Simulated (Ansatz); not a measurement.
SiNi₂:
Space group Pnma (No. 62); a = 4.947 Å, b = 3.693 Å, c = 7.002 Å, α = β = γ = 90.00°

```csv
atom,site,symmetry,x,y,z
Ni,4c,.m.,0.0421,0.2500,0.7051
Ni,4c,.m.,0.1702,0.2500,0.0599
Si,4c,.m.,0.2112,0.2500,0.3853
```

Relaxed at zero pressure with the program Ansatz at the r²SCAN level (PAW).

### Question
The volume is raised by 6 % and shape and atoms relax at that volume. What pressure results, and how do the axes share the change?

### Answer
-10.4 GPa; a 3.5 %, b 1.2 %, c 1.3 %; the energy rises by 22 meV/atom.

### Question
Give the new structure.

### Answer

Space group Pnma (No. 62); a = 5.1202 Å, b = 3.7353 Å, c = 7.0899 Å, α = β = γ = 90.00°

```csv
atom,site,symmetry,x,y,z
Ni,4c,.m.,0.0393,0.2500,0.6992
Ni,4c,.m.,0.1664,0.2500,0.0598
Si,4c,.m.,0.2199,0.2500,0.3832
```

The phase is kept; no other phase was compared at this pressure.

The r²SCAN relaxation kept the symmetry of its start. The workflow began spin-polarised and lost its moments.

Potentials: the later of the program's two PAW sets.
